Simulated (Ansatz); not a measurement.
The cell was built from the wurtzite type and relaxed in the same program, and has space group P6_3mc; it needn't be a known or the stable phase.

Input and log of a run on ZnS: DFT, PBE, all-electron PAW with datasets made for the crystal, scalar-relativistic (Ansatz 0.2.0).

Command: `ansatz run input.yaml --threads 1 --pin off --max-ram 3072MiB --backend cpu --events-out ev --progress --plain --runs-dir out` The run took 67 s on 1 thread of Arm Neoverse V1 (shared host), peak memory 0.85 GiB.

```yaml
crystal:
  lattice:
    - [3.845177355, 0.0, 0.0]
    - [-1.9225886775, 3.3300212715, 0.0]
    - [0.0, 0.0, 6.3055372693]
  atoms:
    - { symbol: Zn, position: [0.3333333333, 0.6666666667, 0.0007272007] }
    - { symbol: Zn, position: [0.6666666667, 0.3333333333, 0.5007272007] }
    - { symbol: S, position: [0.3333333333, 0.6666666667, 0.3752727993] }
    - { symbol: S, position: [0.6666666667, 0.3333333333, 0.8752727993] }
kpoints:
  mp_grid: { grid: [12, 12, 7] }
  band_path:
    path:
      - [0.0, 0.0, 0.0]
      - [0.5, 0.0, 0.0]
      - [0.3333333333, 0.3333333333, 0.0]
      - [0.0, 0.0, 0.0]
      - [0.0, 0.0, 0.5]
      - [0.5, 0.0, 0.5]
      - [0.3333333333, 0.3333333333, 0.5]
      - [0.0, 0.0, 0.5]
      - [0.5, 0.0, 0.5]
    npoints: 8
scf:
  occupations: { method: fermi_dirac, width: 0.03 }
hamiltonian:
  xc: pbe
  pseudopotentials: { kind: all_electron, datasets: crystal }
output:
  forces: true
  stress: true
  eigenvalues: true
  efg: { contact_densities: true }
```

The log:

```
hamiltonian.pseudopotentials.datasets: crystal makes datasets for this crystal and solves the spheres of its atoms anew in each pass: cutoff 280.0 eV, the density's 1120.0 eV; for an error of 0.50 meV an atom under PBE, 2.0 meV for the cell; an energy difference from a run of another recipe may be off by several times the error for the cell, under r2SCAN by more, where some 0.1 meV an atom stays at smaller errors; S in spheres of 1.074 Å, 6 of its electrons in bands; Zn in spheres of 1.275 Å, 12 of its electrons in bands, 8 on its site; only band paths and densities of states list, in semicore columns, the levels of the semicore shells that are solved separately: 3s of Zn, 3p of Zn
Engine: ansatz 0.2.0
Pseudopotentials: kind: all_electron
Pseudopotential: Zn, paw, valence charge 20, recommended cutoff 280 eV (normal), Koelling and Harmon's equation, gaussian nucleus
Pseudopotential: S, paw, valence charge 6, recommended cutoff 280 eV (normal), Koelling and Harmon's equation, gaussian nucleus
Functional definition: PBE
  parameter kappa = 0.804
  parameter beta = 0.06672455060314922
  exchange = pbe_x(kappa = kappa, mu = beta*pi^2/3)
  correlation = pbe_c(beta = beta)
Crystal: 4 atoms, lattice volume = 80.739 Å³
Basis set: ecut = 280 eV, 845 PW (Γ), exchange–correlation on 48×48×72 points (8 copies of the dense FFT grid, shifted against one another)
Bands: 22, of which v1, the nominal top of the filled ones, is band 18 counted from 1 (17 counted from 0)
Symmetry: 12 space group operations
Space group: P63mc (ITA 186), of the structure as read, at distance tolerance 4.3e-5 Å
k-points: 76 of 1008 (time reversal used)
Non-local potential: Zn, projectors of the file, l = 0: 1, l = 1: 1, l = 2: 2
Non-local potential: S, projectors of the file, l = 0: 1, l = 1: 1, l = 2: 2
PAW form: soft (Blöchl's): semilocal exchange-correlation on the pseudo side does not see the compensation charge
PAW one-centre angular grid: Zn, 590 points (default); XC on its mesh's 1899 points in the sphere
PAW one-centre angular grid: S, 110 points (default); XC on its mesh's 1907 points in the sphere
Initial density: superposition of atomic densities (neutral atoms: chi_scale 0, normalization atom)
Initial wavefunctions: pseudopotential atomic-orbital guess
Functional: x = pbe(κ = 0.804, μ = 0.2195149727645171), c = pbe(β = 0.06672455060314922)
iter 1 solved again at ethr=7.21e-3 eV; its pass at ethr=1.00e-1 eV (dr2=2.59e0 eV) is discarded
SCF iter   1: F=—  HF=-119475.365449 eV  |F-HF|=—  |Δ(HF+E_count)|=         —  Δρ=4.30e-2  dr2=2.53e0  ethr=7.21e-3  ⟨swp⟩=2.4  Hψ=8458  notcnv=0
preconditioner: auto → Resta (q_TF=auto, 2.385 Å⁻¹)  ε∞=7.2  [insulator: Δε(μ)=2.337 eV  Ē_g=9.971 eV  σ=0.030 eV  W_gap=1.00  n_scr=22 (ndim 8)  ℏωp=24.8 eV  f_vac=0.009  D(μ)=0.00/eV (n_scr^D=0)  ε∞_Penn≈7.2]
SCF iter   2: F=—  HF=-119474.761208 eV  |F-HF|=—  |Δ(HF+E_count)|=   6.04e-1  Δρ=2.11e-2  dr2=4.78e-1  ethr=7.02e-3  ⟨swp⟩=3.0  Hψ=3708  notcnv=0  defer=3
SCF iter   3: F=—  HF=-119474.711753 eV  |F-HF|=—  |Δ(HF+E_count)|=   4.95e-2  Δρ=1.08e-2  dr2=9.40e-2  ethr=1.33e-3  ⟨swp⟩=3.5  Hψ=4520  notcnv=0  defer=18
SCF iter   4: F=—  HF=-119474.660143 eV  |F-HF|=—  |Δ(HF+E_count)|=   5.16e-2  Δρ=4.51e-3  dr2=1.18e-2  ethr=2.61e-4  ⟨swp⟩=3.3  Hψ=5445  notcnv=0  defer=15
SCF iter   5: F=—  HF=-119474.659496 eV  |F-HF|=—  |Δ(HF+E_count)|=   6.47e-4  Δρ=1.78e-3  dr2=2.36e-3  ethr=3.27e-5  ⟨swp⟩=2.7  Hψ=3411  notcnv=0  defer=11
iter 6 solved again at ethr=5.08e-7 eV; its pass at ethr=6.56e-6 eV (dr2=1.83e-4 eV) is discarded
SCF iter   6: F=—  HF=-119474.663192 eV  |F-HF|=—  |Δ(HF+E_count)|=   3.70e-3  Δρ=4.01e-4  dr2=1.89e-4  ethr=5.08e-7  ⟨swp⟩=2.2  Hψ=7306  notcnv=0  defer=7
SCF iter   7: F=—  HF=-119474.663360 eV  |F-HF|=—  |Δ(HF+E_count)|=   1.68e-4  Δρ=1.59e-4  dr2=3.19e-5  ethr=5.08e-7  ⟨swp⟩=3.1  Hψ=4262  notcnv=0  defer=7
SCF iter   8: F=—  HF=-119474.663424 eV  |F-HF|=—  |Δ(HF+E_count)|=   6.43e-5  Δρ=4.87e-5  dr2=3.67e-6  ethr=8.85e-8  ⟨swp⟩=3.1  Hψ=3716  notcnv=0  defer=4
SCF iter   9: F=—  HF=-119474.663433 eV  |F-HF|=—  |Δ(HF+E_count)|=   8.78e-6  Δρ=1.07e-5  dr2=1.34e-7  ethr=1.02e-8  ⟨swp⟩=3.1  Hψ=4339  notcnv=0  defer=5
SCF iter  10: F=-119474.663433 eV  HF=-119474.663433 eV  |F-HF|=3.78e-10  |Δ(HF+E_count)|=   2.61e-7  Δρ=2.76e-6  dr2=8.36e-9  ethr=3.74e-10  ⟨swp⟩=3.1  Hψ=4447  notcnv=0  defer=5
SCF 1 converged in 10 iterations: F = -119474.663429 eV  dr2 = 8.36e-9
  Residual-converged pass: ⟨swp⟩=3.0  Hψ=3351  notcnv=0  max |occ|·‖R‖ = 6.6e-6 eV (tolerance 6.7e-6 eV)  dr2=8.41e-9  dr2_onsite=8.42e-9  max |Δocc| = 4.0e-20
  greatest PAW one-centre occupation: 0.977 electrons in one spin orbital (limit 2), on the Zn atom at site 0 (counted from 0), in its partial waves of l = 2
NSCF: frozen V_eff on 65 k-points
SCF converged after 10 iterations
Free energy (F): -119474.663429 eV
Harris-Foulkes:  -119474.663429 eV  (|F-HF|=3.78e-10)
Internal energy: -119474.663429 eV  (E = F + TS)
E sigma→0 (E₀):  -119474.663429 eV
Past the cutoff: the bands carry plane waves up to 1.75 times it, of which those up to 1.5 times it add -0.000260 eV an atom, each by itself; the spheres take 0.000278 eV an atom off the energy for waves past 1.75 times it
By the cutoff:   a pressure is off by up to 0.007 GPa (1.2 times the spheres' own share and the shells' term, over an atom's volume, and 0.004 GPa: a bound that held against runs at twice the plane waves)
Past the cutoffs: a stress includes 0.0022 GPa for waves and charges beyond them, in addition to the slope of what the spheres take
In the spheres:  the bands' charges fall short by 2.8e-6 e at most (sound up to 1e-3), those of shells solved beside the bands by 1.9e-8 e (sound up to 5e-4)
Fermi energy:    8.062261 eV
--- Per-component energies (eV) ---
  The terms above E_closure are by the made datasets' own strengths, without shells solved beside the bands.
--- Forces (eV/Å), atoms counted from 1 ---
  atom   1  Zn     0.00000000     0.00000000     0.00059702
  atom   2  Zn     0.00000000    -0.00000000     0.00059702
  atom   3  S      0.00000000     0.00000000    -0.00060449
  atom   4  S     -0.00000000    -0.00000000    -0.00060449
  max |Σ_I F_I| component: 1.49e-5 eV/Å
--- Stress (GPa, compression-positive) ---
        0.009989       0.000000       0.000000
        0.000000       0.009989      -0.000000
        0.000000      -0.000000       0.009875
  P = ⅓ Tr σ = 0.0100 GPa (0.100 kbar)
  It holds what live shells' own plane waves past their cutoff add
--- PAW observables at the nuclei: V_zz in 10²¹ V/m², potentials from the cell's mean, atoms counted from 1 ---
  atom   1  Zn V_zz =    +0.056441   η = 0.0000   by run symmetry: allowed
            electrostatic potential = -3941.211262 V   contact ρ = 166674.454847 e/Å³
  atom   2  Zn V_zz =    +0.056441   η = 0.0000   by run symmetry: allowed
            electrostatic potential = -3941.211262 V   contact ρ = 166674.454847 e/Å³
  atom   3  S  V_zz =    +0.260964   η = 0.0000   by run symmetry: allowed
            electrostatic potential = -1632.606695 V   contact ρ = 19783.394768 e/Å³
  atom   4  S  V_zz =    +0.260964   η = 0.0000   by run symmetry: allowed
            electrostatic potential = -1632.606695 V   contact ρ = 19783.394768 e/Å³
--- Band table (eV; the first three rows and the last of 76) ---
  k-point 0: bands = ["-6.0067", "-5.1173", "0.7466", "0.7583", "0.7583", "0.8366", "0.8366", "1.1766", "1.1766", "1.2489", "1.2489", "1.4015", "1.8375", "6.1455", "6.1455", "6.9254", "6.9995", "6.9995", "9.0811", "10.0512"]
  k-point 1: bands = ["-5.9689", "-5.1693", "0.7444", "0.7609", "0.7609", "0.8313", "0.8313", "1.1746", "1.1812", "1.1812", "1.2464", "1.2464", "2.2258", "6.1845", "6.1845", "6.4824", "6.9533", "6.9533", "9.4772", "10.1013"]
  k-point 2: bands = ["-5.8602", "-5.3094", "0.7433", "0.7688", "0.7688", "0.8174", "0.8174", "0.9457", "1.1935", "1.1935", "1.2387", "1.2387", "2.9156", "5.6117", "6.2952", "6.2952", "6.8263", "6.8263", "10.1272", "10.2406"]
  k-point 75: bands = ["-4.8839", "-4.8839", "0.8821", "0.8876", "0.8876", "0.9492", "1.1161", "1.1161", "1.1788", "1.1797", "1.5226", "1.5226", "2.3978", "2.3978", "3.9073", "4.2681", "5.6626", "5.6626", "11.5219", "11.5219"]
```
